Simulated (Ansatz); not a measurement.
**Question.** Each is relaxed and computed with DFT-r²SCAN in the program Ansatz with PAW potentials. Which is the only one with a gap?
A. Ti2C, R-3m (Ti on 6c, C on 3b)
B. SrAg4Sb2, R-3m (Sr on 3a, Ag on 6c, Ag on 6c, Sb on 6c)
C. TePb2S, R-3m (Te on 3b, Pb on 6c, S on 3a)
D. Ti2HC, R-3m (Ti on 6c, H on 3a, C on 3b)

**Answer.** C, TePb2S, R-3m (Te on 3b, Pb on 6c, S on 3a). TePb2S: gap 0.88 eV; SrAg4Sb2: metal; Ti2HC: metal; Ti2C: metal. Standing as an ambient phase not checked: TePb2S, R-3m (Te on 3b, Pb on 6c, S on 3a); SrAg4Sb2, R-3m (Sr on 3a, Ag on 6c, Ag on 6c, Sb on 6c); Ti2HC, R-3m (Ti on 6c, H on 3a, C on 3b); Ti2C, R-3m (Ti on 6c, C on 3b). All cells were relaxed under the symmetry of their starts (and spin orders); stability against distortions was not tested throughout. Rows with no word on spin ran without spin polarisation. Spin–orbit coupling is left out wherever it is not named.

Potentials: the later of the program's two PAW sets.
